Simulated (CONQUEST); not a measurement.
Band structure of TiO2 (P4_2/mnm, 6 atoms in the cell; from Materials Project mp-2657).

```yaml
crystal:
  lattice:
    - [4.59984, 0.00000, 0.00000]
    - [0.00000, 4.59984, 0.00000]
    - [0.00000, 0.00000, 2.95921]
  atoms:
    - { symbol: Ti, position: [0.50000, 0.50000, 0.00000] }
    - { symbol: Ti, position: [0.00000, 0.00000, 0.50000] }
    - { symbol: O, position: [0.69568, 0.69568, 0.50000] }
    - { symbol: O, position: [0.30432, 0.30432, 0.50000] }
    - { symbol: O, position: [0.80432, 0.19568, 0.00000] }
    - { symbol: O, position: [0.19568, 0.80432, 0.00000] }
```

All values come from this method and carry its errors: PBE, numerical atomic orbitals double-zeta with polarisation (the shipped basis), PseudoDojo norm-conserving potentials made for PBE (CONQUEST 1.3).

Settings: basis = DZP; Diag.MPMeshX, Y, Z = 5 5 7; potentials = PseudoDojo norm-conserving PBE; Grid.GridCutoff = 140 Ha; DM.SolutionMethod = diagon; Diag.SmearingType = 1; Diag.kT = 0.000735 Ha; Diag.GammaCentred = true; Diag.MPOrder = 0; minE.SCTolerance = 1.0e-06; SC.MaxIters = 100; SC.LinearMixingFactor = 0.3; AtomMove.TypeOfRun = static.

The program uses no crystal symmetry, so grid and mesh can part values that symmetry would make equal. The atom-centred basis is finite, which shifts total energies, pressures and forces against plane waves. The structure comes from a collection of computed structures, made at another level of theory; the collection holds predicted forms beside known ones.

### Question
Predict the gap along the standard path and the places of the band edges.

### Answer
The gap along the path is 1.73 eV, direct at Γ to within 0.01 eV.

Points are given in units of this cell's reciprocal vectors. Levels in eV from the top of the valence band on the path, bands 21 to 25:
| point | 21 | 22 | 23 | 24 | 25 |
|---|---|---|---|---|---|
| Γ (0 0 0) | -0.74 | -0.46 | -0.46 | 0.00 | 1.73 |
| X (0 0.5 0) | -1.71 | -1.71 | -0.73 | -0.73 | 2.41 |
| M (0.5 0.5 0) | -1.35 | -1.35 | -1.12 | -1.12 | 1.76 |
| Z (0 0 0.5) | -2.36 | -2.36 | -1.47 | -1.47 | 2.89 |
| R (0 0.5 0.5) | -2.09 | -2.09 | -1.01 | -1.01 | 1.79 |
| A (0.5 0.5 0.5) | -1.29 | -1.29 | -0.69 | -0.69 | 2.51 |

Higher empty bands are left out: an atom-centred basis made for the valence describes them poorly.
